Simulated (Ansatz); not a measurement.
A geometry of Cu away from equilibrium: step 2 of the relaxation of a relaxed Cu cell, doubled along one cell vector, shaken by Gaussian noise of σ = 0.08 Å a coordinate. The numbers are results of PBEsol (plane waves to 420 eV, PAW, scalar-relativistic; Ansatz, a program for electronic structure), not measurements. Γ-centred k-mesh 15×15×5 on the run's cell (coarser than for final values), Fermi–Dirac smearing 0.05 eV.

```
CELL_PARAMETERS angstrom
     -2.27720     2.25220     1.18139
      2.29258    -2.25795     1.22149
      4.56603     4.52754    -2.38461
ATOMIC_POSITIONS crystal
  Cu 0.78175 0.30495 0.25435
  Cu 0.73344 0.24567 0.75639
  Cu 0.96229 0.94630 0.00403
  Cu 0.95974 0.98965 0.49269
```

### Question
Predict the force on each atom, in eV/Å.

### Answer
```tsv
atom	Fx	Fy	Fz
Cu1	-0.36	0.01	0.32
Cu2	-0.46	-0.05	-0.17
Cu3	0.48	-0.36	-0.11
Cu4	0.33	0.41	-0.03
```

### Question
What is the pressure?

### Answer
+0.8 GPa, compression positive.

No spin polarisation in the result.

Of the parent cell (I4₁/amd (No. 141)): it is a generated cell of Cu: the first start was made by placing the elements on the sites of a structure type, and the end was not matched to a known phase here, so it may be hypothetical. Known forms of Cu include space group No. 225.
